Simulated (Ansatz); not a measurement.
# GdTl3 (Pm-3m): majority and minority states

The geometry is a structure as deposited in COD, held fixed and not relaxed.

Settings: PBEsol, 6×6×6 k mesh, Fermi–Dirac smearing of 0.05 eV. LAPW is all-electron LAPW in Ansatz 0.2.0. Site moments are integrated in spheres about the atoms.

The input and its command:

```yaml
crystal:
  lattice:
    - [4.69, 0.0, 0.0]
    - [0.0, 4.69, 0.0]
    - [0.0, 0.0, 4.69]
  atoms:
    - { symbol: Gd, position: [0.0, 0.0, 0.0], spin: 7.0 }
    - { symbol: Tl, position: [0.0, 0.5, 0.5] }
    - { symbol: Tl, position: [0.5, 0.0, 0.5] }
    - { symbol: Tl, position: [0.5, 0.5, 0.0] }
magnetization:
  spin_polarized: true
kpoints:
  mp_grid: { grid: [6, 6, 6] }
scf:
  occupations: { method: fermi_dirac, width: 0.05 }
hamiltonian:
  xc: pbesol
  pseudopotentials: { kind: all_electron, lapw: { basis_error: 0.001 } }
output:
  forces: true
  stress: true
  eigenvalues: false
  populations: true
  dos: { projected: true, de: 0.1, e_range: [-8, 5] }
```

Command: `ansatz run input.yaml --threads 2 --pin off --max-ram 6144MiB --backend cpu --events-out ev --progress --plain --runs-dir out`

Question: Give the density of states by spin, smoothed by a Gaussian of 0.15 eV.

Answer: 
```json
{"E − E_F (eV)": "-7.00", "majority (states/eV/cell)": "0.36", "minority (states/eV/cell)": "0.33"}
{"E − E_F (eV)": "-6.70", "majority (states/eV/cell)": "0.53", "minority (states/eV/cell)": "0.46"}
{"E − E_F (eV)": "-6.40", "majority (states/eV/cell)": "0.84", "minority (states/eV/cell)": "0.76"}
{"E − E_F (eV)": "-6.10", "majority (states/eV/cell)": "1.01", "minority (states/eV/cell)": "1.00"}
{"E − E_F (eV)": "-5.80", "majority (states/eV/cell)": "0.91", "minority (states/eV/cell)": "0.90"}
{"E − E_F (eV)": "-5.50", "majority (states/eV/cell)": "0.99", "minority (states/eV/cell)": "0.91"}
{"E − E_F (eV)": "-5.20", "majority (states/eV/cell)": "0.85", "minority (states/eV/cell)": "0.63"}
{"E − E_F (eV)": "-4.90", "majority (states/eV/cell)": "7.54", "minority (states/eV/cell)": "0.55"}
{"E − E_F (eV)": "-4.60", "majority (states/eV/cell)": "14.81", "minority (states/eV/cell)": "0.53"}
{"E − E_F (eV)": "-4.30", "majority (states/eV/cell)": "1.63", "minority (states/eV/cell)": "0.46"}
{"E − E_F (eV)": "-4.00", "majority (states/eV/cell)": "0.40", "minority (states/eV/cell)": "0.26"}
{"E − E_F (eV)": "-3.70", "majority (states/eV/cell)": "0.14", "minority (states/eV/cell)": "0.10"}
{"E − E_F (eV)": "-3.40", "majority (states/eV/cell)": "0.06", "minority (states/eV/cell)": "0.02"}
{"E − E_F (eV)": "-3.10", "majority (states/eV/cell)": "0.12", "minority (states/eV/cell)": "0.05"}
{"E − E_F (eV)": "-2.80", "majority (states/eV/cell)": "0.36", "minority (states/eV/cell)": "0.23"}
{"E − E_F (eV)": "-2.50", "majority (states/eV/cell)": "0.79", "minority (states/eV/cell)": "0.65"}
{"E − E_F (eV)": "-2.20", "majority (states/eV/cell)": "0.72", "minority (states/eV/cell)": "0.76"}
{"E − E_F (eV)": "-1.90", "majority (states/eV/cell)": "0.73", "minority (states/eV/cell)": "0.63"}
{"E − E_F (eV)": "-1.60", "majority (states/eV/cell)": "1.06", "minority (states/eV/cell)": "0.84"}
{"E − E_F (eV)": "-1.30", "majority (states/eV/cell)": "1.61", "minority (states/eV/cell)": "1.30"}
{"E − E_F (eV)": "-1.00", "majority (states/eV/cell)": "1.65", "minority (states/eV/cell)": "1.72"}
{"E − E_F (eV)": "-0.70", "majority (states/eV/cell)": "1.43", "minority (states/eV/cell)": "1.55"}
{"E − E_F (eV)": "-0.40", "majority (states/eV/cell)": "1.28", "minority (states/eV/cell)": "1.70"}
{"E − E_F (eV)": "-0.10", "majority (states/eV/cell)": "0.68", "minority (states/eV/cell)": "1.36"}
{"E − E_F (eV)": "0.20", "majority (states/eV/cell)": "0.40", "minority (states/eV/cell)": "7.33"}
{"E − E_F (eV)": "0.50", "majority (states/eV/cell)": "0.98", "minority (states/eV/cell)": "13.53"}
{"E − E_F (eV)": "0.80", "majority (states/eV/cell)": "1.35", "minority (states/eV/cell)": "2.77"}
{"E − E_F (eV)": "1.10", "majority (states/eV/cell)": "0.76", "minority (states/eV/cell)": "1.51"}
{"E − E_F (eV)": "1.40", "majority (states/eV/cell)": "1.13", "minority (states/eV/cell)": "0.82"}
{"E − E_F (eV)": "1.70", "majority (states/eV/cell)": "1.25", "minority (states/eV/cell)": "0.89"}
{"E − E_F (eV)": "2.00", "majority (states/eV/cell)": "1.70", "minority (states/eV/cell)": "1.06"}
{"E − E_F (eV)": "2.30", "majority (states/eV/cell)": "1.94", "minority (states/eV/cell)": "1.35"}
{"E − E_F (eV)": "2.60", "majority (states/eV/cell)": "2.39", "minority (states/eV/cell)": "1.54"}
{"E − E_F (eV)": "2.90", "majority (states/eV/cell)": "2.41", "minority (states/eV/cell)": "1.57"}
{"E − E_F (eV)": "3.20", "majority (states/eV/cell)": "1.46", "minority (states/eV/cell)": "2.36"}
{"E − E_F (eV)": "3.50", "majority (states/eV/cell)": "0.92", "minority (states/eV/cell)": "2.10"}
{"E − E_F (eV)": "3.80", "majority (states/eV/cell)": "1.40", "minority (states/eV/cell)": "1.69"}
{"E − E_F (eV)": "4.10", "majority (states/eV/cell)": "1.31", "minority (states/eV/cell)": "1.30"}
{"E − E_F (eV)": "4.40", "majority (states/eV/cell)": "0.73", "minority (states/eV/cell)": "1.60"}
```
Site moments (μB): Gd1 7.03, Tl2 0.00, Tl3 0.00, Tl4 0.00. Cell moment 7.07 μB.

Löwdin populations of d and f shells (filled inner shells left out):

```csv
shell,up,down
Gd1 5d,1.22,0.97
Gd1 4f,6.99,0.15
```

Further occupied bands lie below the window, the nearest with its top at -10.9 eV.

Without U a semilocal functional puts the f levels too near the Fermi level, which can change moments and the order of magnetic states; site and cell moments are spin moments. Spin–orbit coupling is left out although heavy atoms are present. With open f shells a run can end in a state that isn't the lowest. These are results for the start and cell typed. The real compound can order otherwise, in a larger cell, or not at all, since semilocal functionals without spin fluctuations often overstate magnetism; near a collapse of the moment, mesh and smearing move it by tens of per cent.
